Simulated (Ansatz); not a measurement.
CuSn:
```xyz
4
Lattice="4.1385 0.0000 0.0000 -2.0692 3.5840 0.0000 0.0000 0.0000 5.0133" Properties=species:S:1:pos:R:3 pbc="T T T"
Cu     0.0000     0.0000     0.0000
Cu     0.0000     0.0000     2.5067
Sn     0.0000     2.3894     1.2533
Sn     2.0692     1.1947     3.7600
```

This is the r²SCAN-relaxed structure.

Question: All from r²SCAN in the plane-wave PAW code Ansatz, unless another level is named. Predict the density of states at the Fermi level.

Answer: 0.31 states/eV per atom (mean over ±0.08 eV).

Question: What about the formation energy from the elements (no fitted shifts)?

Answer: 0.013 eV/atom.

Space group P6_3/mmc (NiAs type). The workflow started from a Materials Project entry (that database holds measured and hypothetical structures alike); the Crystallography Open Database files this formula in space group No. 194, but the cells were not matched. Whether it is the stable phase at ambient conditions was not checked. The cell was relaxed with r²SCAN under the symmetry of its start; its stability against distortions is not shown here. The run is not spin-polarised. The references are the lowest solids computed at this level, not always the standard phases. Spin–orbit coupling is left out wherever it is not named.

Potentials: the later of the program's two PAW sets.
